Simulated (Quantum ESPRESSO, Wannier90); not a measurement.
## Wannierisation of RbBr (CsCl type)

Cell from Materials Project (mp-23303), symmetrised, no further relaxation. Not found in the COD (Crystallography Open Database) copy used, which has the formula in other groups; not checked further. Computed values, not measurements, from PBEsol: Quantum ESPRESSO (norm-conserving PseudoDojo potentials, cutoff 37 Ry, spinors with spin-orbit coupling) on a Γ-centred 6×6×6 mesh, then Wannier90. Density: 8×8×8 mesh, cold smearing 0.01 Ry.

```
begin unit_cell_cart
ang
    4.1260800000    0.0000000000    0.0000000000
    0.0000000000    4.1260800000    0.0000000000
    0.0000000000    0.0000000000    4.1260800000
end unit_cell_cart
mp_grid = 6 6 6
```

Neighbour vectors b of the finite-difference formula (Å⁻¹), by shell:

```csv
shell,b_x,b_y,b_z
1,0.00000,0.00000,0.25380
1,0.00000,0.25380,0.00000
1,0.25380,0.00000,0.00000
1,0.00000,0.00000,-0.25380
1,0.00000,-0.25380,0.00000
1,-0.25380,0.00000,0.00000
```

Problem. Find the weights w_b from the completeness condition Σ_b w_b b_α b_β = δ_αβ.

Solution. Shell 1: Σ b_x² = 0.129, Σ b_y² = 0.129, Σ b_z² = 0.129 Å⁻²
Each of the three diagonal sums, weighted, has to give 1 and the off-diagonal ones 0, which holds for w_1 = 7.76 Å². Check on xx: 7.76×0.129 = 1.00.

On this mesh the 8 functions of bands 3-4,11-16 (valence bands; start: atomic waves Br 4p, Br 4s, conv_tol = 1.0e-6) end with spreads 1.5151, 1.5150, 1.5258, 1.5167, 1.5160, 1.5238, 1.5246, 1.5221 Å², Ω_I = 10.4051 Å² and Ω_D = 0.0004 Å².

Ω_total is the sum of the spreads, 12.159 Å². Ω_OD = Ω_total − Ω_I − Ω_D = 1.754 Å². Only (Ω_D + Ω_OD)/Ω_total = 14.4 % depends on the gauge, and another start could lower the total by that share at most. The rms radius is √(Ω_total/8) = 1.23 Å.
